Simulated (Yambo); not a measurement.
Material: KBr (rock salt, space group Fm-3m, No. 225) under isotropic strain of +2 % on all lattice vectors; a = b = c = 4.7232 Å, α = β = γ = 60.00° (2 atoms in the cell). The PBEsol cell relaxed from Materials Project entry mp-23251 was given an isotropic strain of +2 % on all lattice vectors, and the atoms were relaxed again.

With norm-conserving PBEsol (Quantum ESPRESSO, 74 Ry, without SOC), the gap between the mesh's edge points (Γ → Γ) is 4.197 eV.

**Question.** Estimate the G0W0 gap between the same points from Yambo (4×4×4 Γ-centred k mesh, 125 bands and a 8 Ry block in the screening, 125 bands in G with the Bruneval-Gonze terminator, plasmon pole fitted at 27.2 eV).

**Answer.** The correction is 2.681 eV, giving 6.878 eV, 1.6 times the PBEsol value.  Convergence of the G0W0 settings was not tested. Spin-orbit splittings are left out.
